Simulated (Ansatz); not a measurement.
System: CeO$_{2}$ (fluorite type), 3 atoms in the cell.

```
Ce O
1.0
     0.00000    2.73000    2.73000
     2.73000    0.00000    2.73000
     2.73000    2.73000    0.00000
Ce O
1 2
Direct
  0.00000 0.00000 0.00000
  0.25000 0.25000 0.25000
  0.75000 0.75000 0.75000
```

Theory: Ansatz, r²SCAN, plane waves, all-electron PAW datasets generated for the crystal, point nucleus.

Cutoff 360 eV; k-mesh 6×6×6 Γ-centred; Fermi–Dirac smearing of 0.02 eV; no spin polarisation; no spin–orbit coupling.

Question: How large is the gap on this mesh, is it direct, and where do the band edges lie (fractions of the reciprocal vectors of this cell)?

Answer: 2.31 eV, indirect from (0.167, 0.333, -0.500) to (0.000, 0.000, -0.500); the smallest direct gap is 2.39 eV.

Question: List the levels near the gap at (0.000, 0.000, 0.000), (0.000, 0.000, -0.500), (0.000, 0.167, -0.500), (0.000, 0.333, -0.500), (0.000, 0.333, -0.333), (0.167, 0.333, -0.500), in eV from the top of the valence band (v1 is the highest filled band, c1 the lowest empty one).

Answer: 
| k | v4 | v3 | v2 | v1 | c1 | c2 | c3 |
| --- | --- | --- | --- | --- | --- | --- | --- |
| (0.000, 0.000, 0.000) | -3.70 | -0.46 | -0.46 | -0.46 | 2.71 | 2.71 | 2.71 |
| (0.000, 0.000, -0.500) | -1.19 | -1.07 | -0.66 | -0.66 | 2.31 | 2.54 | 2.54 |
| (0.000, 0.167, -0.500) | -1.89 | -1.08 | -0.62 | -0.23 | 2.37 | 2.51 | 2.61 |
| (0.000, 0.333, -0.500) | -1.64 | -0.74 | -0.57 | -0.29 | 2.45 | 2.47 | 2.58 |
| (0.000, 0.333, -0.333) | -1.65 | -1.22 | -0.76 | -0.02 | 2.38 | 2.53 | 2.63 |
| (0.167, 0.333, -0.500) | -2.14 | -1.17 | -0.70 | 0.00 | 2.44 | 2.58 | 2.62 |

A gap read on the mesh is an upper bound of this method's gap, since the mesh can miss a band edge. Spin–orbit coupling is left out; with heavy elements it can shift the gap and split levels by tenths of an eV. Semilocal functionals give gaps that mostly lie well below measured ones.
